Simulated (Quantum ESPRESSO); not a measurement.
Kohn-Sham bands of Ag₂S (anti-fluorite)

```yaml
crystal:
  lattice:
    - [0.00000, 3.12399, 3.12399]
    - [3.12399, 0.00000, 3.12399]
    - [3.12399, 3.12399, 0.00000]
  atoms:
    - { symbol: Ag, position: [0.75000, 0.75000, 0.75000] }
    - { symbol: Ag, position: [0.25000, 0.25000, 0.25000] }
    - { symbol: S, position: [0.00000, 0.00000, 0.00000] }
```

Materials Project entry mp-1229090; symmetrised, unrelaxed at this level. Not found in the COD (Crystallography Open Database) copy used, which has the formula in other groups; not checked further. Method: LDA plane waves in Quantum ESPRESSO 7.5 (PseudoDojo norm-conserving files, 69 Ry, no spin polarisation, no spin-orbit coupling), Bloch states on a 8×8×8 mesh through Γ, Wannier90 4.0.1. Density: 8×8×8 mesh, cold smearing 0.01 Ry.

Question: List the Kohn-Sham levels between −8 and 2.0 eV relative to the Fermi level at the high-symmetry points, as a band run of pw.x on that density gives them (levels within 2 meV counted together).

Answer: 
```json
[
 {"point": "Γ", "k (reciprocal lattice)": "0.000 0.000 0.000", "levels (eV)": "-5.56 (×3), -4.65 (×2), -3.06 (×3), -2.52 (×2), -1.39, 0.00 (×3)"},
 {"point": "X", "k (reciprocal lattice)": "0.500 0.000 0.500", "levels (eV)": "-6.03, -4.52 (×2), -4.42, -4.28, -4.03, -3.54 (×2), -2.98, -2.55, -2.23 (×2), -2.05"},
 {"point": "U", "k (reciprocal lattice)": "0.625 0.250 0.625", "levels (eV)": "-5.66, -4.90, -4.74, -4.23, -4.18, -3.56, -3.52, -3.47, -3.19, -3.17, -3.15, -1.98, -1.51"},
 {"point": "K", "k (reciprocal lattice)": "0.375 0.375 0.750", "levels (eV)": "-5.66, -4.90, -4.74, -4.23, -4.18, -3.56, -3.52, -3.47, -3.19, -3.17, -3.15, -1.98, -1.51"},
 {"point": "L", "k (reciprocal lattice)": "0.500 0.500 0.500", "levels (eV)": "-5.36, -5.08 (×2), -3.82 (×2), -3.65, -3.62 (×2), -3.60 (×2), -3.21, -0.47 (×2), 0.49"},
 {"point": "W", "k (reciprocal lattice)": "0.500 0.250 0.750", "levels (eV)": "-5.34 (×2), -4.68, -4.13 (×2), -3.52 (×2), -3.34, -3.28, -3.21, -3.13, -1.99 (×2)"}
]
```
